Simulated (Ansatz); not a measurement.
**Which structure for MoSb?**

Computed with Ansatz (plane waves, PAW, 420 eV cutoff): PBE, scalar-relativistic, spin polarisation where moments were expected, Gaussian smearing of 0.05 eV.

3 relaxed cells of MoSb are compared, each from another structure type and at zero pressure. Energies are at 0 K and, with meshes that differ between cells, good to about 5 meV/atom.

```
     start  final group  ΔE (meV/atom)  V (Å³/atom)  gap (eV)  B0 (GPa)  unlike neighbours of Mo  their mean distance (Å)
 NiAs-type     P6_3/mmc              0        21.60     metal       129                        6                     2.84
 rocksalt*        Fm-3m            505        21.02     metal       125                        6                     2.76
zincblende        F-43m            973        28.72     metal        79                        4                     2.65
```

Unlike neighbours are counted within 20 % of the shortest unlike distance from the first Mo site.

The lowest is the NiAs-type start (final group P6_3/mmc), 505 meV/atom under the rocksalt start (final group Fm-3m); for scale, kT at 300 K is 26 meV. The bonds lengthen as the coordination of Mo rises (2.65 Å with 4 neighbours, 2.80 Å with 6 neighbours, a mean of 2 cells), since the same electrons are shared among more bonds, and yet the volume falls (28.7, 21.3 Å³/atom), because higher coordination packs the atoms more densely.

Even the lowest cell lies 0.31 eV/atom above the elements run alike, so none of these forms is stable against them at 0 K.

Only the structures tried are compared; a structure that wasn't tried may lie lower. * A small displacement or strain of this cell lowered its energy, so it isn't a true minimum.

All runs used the PAW datasets of the set soft_2.
